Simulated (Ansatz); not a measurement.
The start is a generated cell, Ag built in the beta-Sn structure type. The structure is fully relaxed (lattice and positions, P = 0) with PBEsol (plane waves to 420 eV, PAW, scalar-relativistic; Ansatz, a first-principles code). The first steps use a coarse 13×13×13 k-mesh.

Initial structure:
```
Ag
1.0
   -2.54368     2.54368     1.38786
    2.54368    -2.54368     1.38786
    2.54368     2.54368    -1.38786
Ag
2
Direct
  0.75000   0.25000   0.50000
  0.00000   0.00000   0.00000
```

Problem. What pressure does the first self-consistent step give?

Solution. +2.7 GPa (positive: the cell is compressed).

Problem. By how much does the energy per atom fall from start to end?

Solution. 0.01 eV/atom.

Problem. How does the volume per atom move from start to end?

Solution. +2.4 %, from 17.96 to 18.40 Å³/atom.

Problem. How do the shortest distances between atoms change?

Solution. The closest pairs of elements (up to four, under 3.6 Å), start → end: Ag–Ag 2.64 → 2.69 Å.

Problem. Is the relaxed structure metallic? Give its gap.

Solution. No gap (metallic).

The space group stays I4₁/amd (No. 141) (the run could not lower it); the end is AFLOW prototype A_tI4_141_a (A5, as in Sn), with 2 atoms in the primitive cell. Final values are on a 19×19×19 k-mesh of the relaxed cell. No spin polarisation in the result.

The run could not lower the symmetry of its start; a shaken copy of this end point relaxes with PBEsol to I4/mmm (No. 139) at a tolerance of 0.01 Å, Fm-3m (No. 225) at 0.1 Å, 0.29 eV/atom lower.

The relaxed structure here is a generated cell of Ag: the first start was made by placing the elements on the sites of a structure type, and the end was not matched to a known phase here, so it may be hypothetical. Known forms of Ag include space group No. 225.
